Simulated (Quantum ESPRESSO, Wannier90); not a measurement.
## Tight-binding from DFT: Li₃Sb (Fm-3m)

Cell from Materials Project (mp-2074), symmetrised, no further relaxation. COD (Crystallography Open Database) has the formula in 2 space groups, this one among them (matched by group alone). Level: PBEsol, spinors with spin-orbit coupling; pw.x of Quantum ESPRESSO at 64 Ry with PseudoDojo potentials, 6×6×6 k-points, Wannier90. Density: 8×8×8 mesh, Gaussian smearing 0.01 Ry.

```
begin unit_cell_cart
ang
    0.0000000000    3.2724600000    3.2724600000
    3.2724600000    0.0000000000    3.2724600000
    3.2724600000    3.2724600000    0.0000000000
end unit_cell_cart
mp_grid = 6 6 6
```

Problem. Which shells of neighbouring k-points and which b-vectors and weights does Wannier90 pick for this cell and mesh?

Solution. 
```
 *---------------------------------- K-MESH ----------------------------------*
 +----------------------------------------------------------------------------+
 |                    Distance to Nearest-Neighbour Shells                    |
 |                    ------------------------------------                    |
 |          Shell             Distance (Ang^-1)          Multiplicity         |
 |          -----             -----------------          ------------         |
 |             1                   0.277131                      8            |
 |             2                   0.320003                      6            |
 |             3                   0.452553                     12            |
 |             4                   0.530665                     24            |
 |             5                   0.554262                      8            |
 |             6                   0.640006                      6            |
 |             7                   0.697431                     24            |
 |             8                   0.715549                     24            |
       ... (lines left out)
 +----------------------------------------------------------------------------+
 | The b-vectors are chosen automatically                                     |
 | The following shells are used:                       1                     |
 +----------------------------------------------------------------------------+
 |                        Shell   # Nearest-Neighbours                        |
 |                        -----   --------------------                        |
 |                          1               8                                 |
 +----------------------------------------------------------------------------+
 | Completeness relation is fully satisfied [Eq. (B1), PRB 56, 12847 (1997)]  |
 +----------------------------------------------------------------------------+
 |                  b_k Vectors (Ang^-1) and Weights (Ang^2)                  |
 |                  ----------------------------------------                  |
 |            No.         b_k(x)      b_k(y)      b_k(z)        w_b           |
 |            ---        --------------------------------     --------        |
 |             1         0.160002    0.160002   -0.160002     4.882716        |
 |             2         0.160002   -0.160002    0.160002     4.882716        |
 |             3        -0.160002    0.160002    0.160002     4.882716        |
 |             4         0.160002    0.160002    0.160002     4.882716        |
 |             5        -0.160002   -0.160002    0.160002     4.882716        |
 |             6        -0.160002    0.160002   -0.160002     4.882716        |
 |             7         0.160002   -0.160002   -0.160002     4.882716        |
 |             8        -0.160002   -0.160002   -0.160002     4.882716        |
```
